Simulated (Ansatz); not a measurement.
Input:

NaF (rock salt) is sheared across one {100} plane: the third cell vector gains the shift, so faults repeat every 6.9 Å. The cut lies between planes 2.30 Å apart; the cell height is held.

```
NaF
1.0
    3.24880     0.00000     0.00000
    0.00000     3.24880     0.00000
    1.62440     1.62440     6.89175
F Na
3 3
Direct
  0.00000   0.00000   0.83333
  0.33333   0.33333   0.16667
  0.66667   0.66667   0.50000
  0.83333   0.83333   0.16667
  0.16667   0.16667   0.50000
  0.50000   0.50000   0.83333
```

In-plane vectors a = (3.249, 0.000) Å, b = (0.000, 3.249) Å, area 10.55 Å². The shift is s times the vector a (length 3.249 Å), so s = 1 restores the start. Atoms relax along the normal only. γ = [E(shift) − E(0)] / area.

Method: r2SCAN (plane waves to 500 eV, PAW, scalar-relativistic; Ansatz, a program for electronic structure). k mesh 9×9×9 (Γ-centred), Fermi-Dirac smearing 0.05 eV. Energies are extrapolated to zero smearing. Faults lie only 6.9 Å apart, and holding the cell height raises γ above its relaxed value. NaF was relaxed with its symmetry unable to fall. The zero of γ is zero shift.

The scan covers s from 0.000 to 0.917 in 12 points.

Problem. At which s is γ highest?

Solution. s = 0.500.

Problem. Does γ have a local minimum between the ends of the line, and at which s?

Solution. No computed point is one.

Problem. What is the highest γ among twelve even steps of s?

Solution. 723 mJ/m².

(The slope of γ gives the shear force per area between the displaced halves; near zero shift its curvature is an elastic stiffness.)
